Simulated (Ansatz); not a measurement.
Molecular dynamics on a 2×2×1 supercell (16 atoms) of SiGe3 (ordering on diamond), relaxed with r2SCAN. Forces come from PBEsol in the plane-wave code Ansatz: a Nosé-Hoover thermostat at fixed volume, 600 K, steps of 1.5 fs. Classical nuclei, no spin polarisation; a few dozen steps show the first response, not equilibrium. The structure comes from a prototype and may be hypothetical.

```yaml
crystal:
  lattice:
    - [7.9398154072, 0.0, 0.0]
    - [0.0, 7.9398154072, 0.0]
    - [0.0, 0.0, 5.5939547077]
  atoms:
    - { symbol: Si, position: [0.0, 0.0, 0.0] }
    - { symbol: Ge, position: [0.0, 0.25, 0.2442925745] }
    - { symbol: Ge, position: [0.25, 0.25, 0.5] }
    - { symbol: Ge, position: [0.25, 0.0, 0.7557074255] }
    - { symbol: Si, position: [0.0, 0.5, 0.0] }
    - { symbol: Ge, position: [0.0, 0.75, 0.2442925745] }
    - { symbol: Ge, position: [0.25, 0.75, 0.5] }
    - { symbol: Ge, position: [0.25, 0.5, 0.7557074255] }
    - { symbol: Si, position: [0.5, 0.0, 0.0] }
    - { symbol: Ge, position: [0.5, 0.25, 0.2442925745] }
    - { symbol: Ge, position: [0.75, 0.25, 0.5] }
    - { symbol: Ge, position: [0.75, 0.0, 0.7557074255] }
    - { symbol: Si, position: [0.5, 0.5, 0.0] }
    - { symbol: Ge, position: [0.5, 0.75, 0.2442925745] }
    - { symbol: Ge, position: [0.75, 0.75, 0.5] }
    - { symbol: Ge, position: [0.75, 0.5, 0.7557074255] }
kpoints:
  mp_grid: { grid: [2, 2, 2] }
hamiltonian:
  xc: pbesol
scf:
  occupations: { method: fermi_dirac, width: 0.052 }
md:
  ensemble: nvt_nose_hoover
  temperature: 600
  timestep: 1.5
  n_steps: 30
  initial_velocities: maxwell_boltzmann
  seed: 1775
```

Run as `ansatz run input.yaml --threads 4 --pin off --max-ram 3686MiB --backend cpu --events-out ev --progress --plain --runs-dir out`. Wall time 93 s on 4 threads of Arm Neoverse V2 (shared host), load about 0.5 per core; peak host memory 1.3 GiB.

**Question.** How do temperature and energy develop?

**Answer.** The temperature starts at 600 K, is lowest at step 20 (249 K, 30 fs) and ends at 323 K. The thermostat hasn't had time to restore it. The atoms start on their lattice sites with kinetic energy alone, so much of it first passes into potential energy. By the last step the atoms have moved 0.14 Å in the root mean square, the drift of the whole cell taken out, 0.24 Å at most.

| step | t (fs) | T (K) | free energy F from step 0 (meV/atom) | kinetic energy (meV/atom) | largest force (eV/Å) |
| --- | --- | --- | --- | --- | --- |
| 0 | 0 | 600 | 0.0 | 72.7 | 0.06 |
| 1 | 1.5 | 597 | 0.3 | 72.4 | 0.19 |
| 2 | 3 | 589 | 1.3 | 71.4 | 0.37 |
| 3 | 4.5 | 576 | 2.9 | 69.8 | 0.54 |
| 4 | 6 | 559 | 5.0 | 67.7 | 0.70 |
| 5 | 7.5 | 538 | 7.6 | 65.2 | 0.84 |
| 6 | 9 | 514 | 10.5 | 62.2 | 0.97 |
| 7 | 10.5 | 487 | 13.7 | 59.1 | 1.08 |
| 8 | 12 | 460 | 17.1 | 55.7 | 1.18 |
| 9 | 13.5 | 431 | 20.5 | 52.3 | 1.26 |
| 10 | 15 | 403 | 24.0 | 48.9 | 1.34 |
| 11 | 16.5 | 376 | 27.3 | 45.6 | 1.40 |
| 12 | 18 | 351 | 30.4 | 42.5 | 1.47 |
| 13 | 19.5 | 327 | 33.3 | 39.6 | 1.56 |
| 14 | 21 | 306 | 35.9 | 37.1 | 1.63 |
| 15 | 22.5 | 289 | 38.1 | 35.0 | 1.70 |
| 16 | 24 | 274 | 39.9 | 33.2 | 1.75 |
| 17 | 25.5 | 263 | 41.3 | 31.9 | 1.80 |
| 18 | 27 | 255 | 42.3 | 30.9 | 1.83 |
| 19 | 28.5 | 251 | 42.9 | 30.4 | 1.84 |
| 20 | 30 | 249 | 43.2 | 30.2 | 1.85 |
| 21 | 31.5 | 251 | 43.1 | 30.4 | 1.84 |
| 22 | 33 | 255 | 42.7 | 30.9 | 1.82 |
| 23 | 34.5 | 261 | 42.1 | 31.6 | 1.80 |
| 24 | 36 | 268 | 41.3 | 32.5 | 1.76 |
| 25 | 37.5 | 277 | 40.4 | 33.6 | 1.71 |
| 26 | 39 | 286 | 39.4 | 34.7 | 1.65 |
| 27 | 40.5 | 296 | 38.4 | 35.9 | 1.58 |
| 28 | 42 | 306 | 37.4 | 37.0 | 1.51 |
| 29 | 43.5 | 315 | 36.5 | 38.1 | 1.43 |
| 30 | 45 | 323 | 35.7 | 39.1 | 1.34 |

Positions (Å) and forces (eV/Å) at step 30:
```
Si  -0.103  -0.117  -0.148     0.167   0.634   0.653
Ge   0.068   1.890   1.448    -0.187  -0.551  -0.510
Ge   2.034   1.977   2.934     0.168   0.162  -0.760
Ge   2.003  -0.075   4.217    -0.659   0.171   0.109
Si   0.020   3.838  -0.010    -0.037   0.126   0.130
Ge  -0.037   5.869   1.248     0.283   0.270   0.197
Ge   1.951   5.967   2.692     0.352   0.033  -0.324
Ge   2.000   4.069   4.185    -0.473  -0.441   0.295
Si   3.858  -0.002   0.100    -0.008  -0.031   0.271
Ge   4.014   2.055   1.414    -0.029  -0.454   0.218
Ge   6.019   1.971   2.920    -0.181   1.044  -0.823
Ge   5.713   0.030   4.249     0.888  -0.156   0.235
Si   3.968   3.928  -0.086     0.186   0.147   0.191
Ge   4.001   5.864   1.297     0.062   0.330   0.647
Ge   6.032   6.068   2.782    -0.691  -0.354  -0.446
Ge   5.978   4.127   4.234     0.159  -0.930  -0.084
```
